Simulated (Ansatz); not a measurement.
Values for one crystal, relaxed and computed with r²SCAN+D4 (plane waves, PAW; program Ansatz); other levels are named.

| Item | Result |
|---|---|
| Volume per atom | 14.12 Å³ |
| Electronic character | metallic (no gap) |
| Pressure derivative B′ | 4.4 |
| Poisson's ratio | 0.31 |
| Bulk modulus (Birch–Murnaghan fit) | 325 GPa |
| Hill bulk and shear moduli | 325 and 143 GPa |
| Mechanical stability | stable (all eigenvalues of C positive) |

Which of these materials gives this?
(A) Y, hcp (Mg type)
(B) Sn, β-Sn type
(C) Tc, hcp (Mg type)
(D) Yb, fcc (Cu type)

C, Tc, hcp (Mg type)

Space group P6_3/mmc (hcp (Mg type)). The r²SCAN+D4 relaxation kept the symmetry of its start. No spin polarisation was allowed. The pairwise dispersion correction was not fitted to metals. As this level gives no gap, shear constants depend on the k-mesh and smearing (Fermi–Dirac, 0.1 eV here). Spin–orbit coupling is left out wherever it is not named.

Potentials: the later of the program's two PAW sets.
